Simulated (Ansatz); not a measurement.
Relax this structure to zero stress and force, keeping its symmetry:

```
Na H F
1.0
     1.73676    1.00272    4.60888
    -1.73676    1.00272    4.60888
     0.00000   -2.00544    4.60888
Na H F
1 1 2
Direct
  0.00000 0.00000 0.00000
  0.50000 0.50000 0.50000
  0.41729 0.41729 0.41729
  0.58271 0.58271 0.58271
```

These are results of DFT PBEsol, scalar-relativistic, plane waves, PAW (Ansatz 0.2.0), not measurements.

Plane waves to 420 eV, a k mesh through Γ of 9×9×9 on the computed 4-atom cell and Gaussian smearing (0.02 eV); no spin polarisation.

Task: What does it relax to?

Result: The volume goes down by 0.05 Å³/atom to 11.99 Å³/atom, and the energy falls by 0.2 meV/atom. Final structure:
Space group R-3m:H (No. 166). a = 3.478 Å, b = 3.478 Å, c = 13.734 Å, α = 90.00°, β = 90.00°, γ = 120.00°
```tsv
atom	site	symmetry	x	y	z
Na	3a	-3m	0.0000	0.0000	0.0000
H	3b	-3m	0.6667	0.3333	0.8333
F	6c	3m	0.6667	0.3333	0.7502
```

Cost: 1 run of about 0.22 core-minutes, on Intel Xeon Platinum 8488C (Sapphire Rapids) (shared hosts).